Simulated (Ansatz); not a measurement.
Consider a crystal of InSb2 in space group P6/mmm (No. 191), with In on 1b; Sb on 2d.

Theory: DFT PBE, scalar-relativistic, plane waves, PAW in Ansatz 0.2.0. Cutoff 420 eV, Γ-centred mesh, Gaussian smearing, no spin polarisation.

Formation energies are uncorrected and refer to the elements' standard structures at the same level.

Q: Which cell and coordinates does it relax to?

A:

Space group P6/mmm (No. 191). a = 5.708 Å, b = 5.708 Å, c = 3.061 Å, α = 90.00°, β = 90.00°, γ = 120.00°
| atom | site | symmetry | x | y | z |
| --- | --- | --- | --- | --- | --- |
| In | 1b | 6/mmm | 0.0000 | 0.0000 | 0.5000 |
| Sb | 2d | -6m2 | 0.3333 | 0.6667 | 0.5000 |

Around In lie 2 In at 3.06 Å and 6 Sb at 3.30 Å; Sb is surrounded by 2 Sb at 3.06 Å, 3 In at 3.30 Å and 3 Sb at 3.30 Å. Another local minimum with the same sites may exist.

Q: Where does its energy lie, and is it a metal?

A: The energy over the elements is +0.10 eV/atom and the gap on the 12×12×16 mesh of the 3-atom cell is 0 eV (a metal). The separate elements lie lower, so it is unstable against them.

The last run used Gaussian smearing of 0.10 eV. Spin–orbit coupling, which can matter for Sb, is left out. Symmetry constrained the relaxation, so the result can be a saddle point. Another cell of InSb2 relaxed alike, in P4/mmm, lies 29 meV/atom lower, so this cell isn't the stable form at this level.
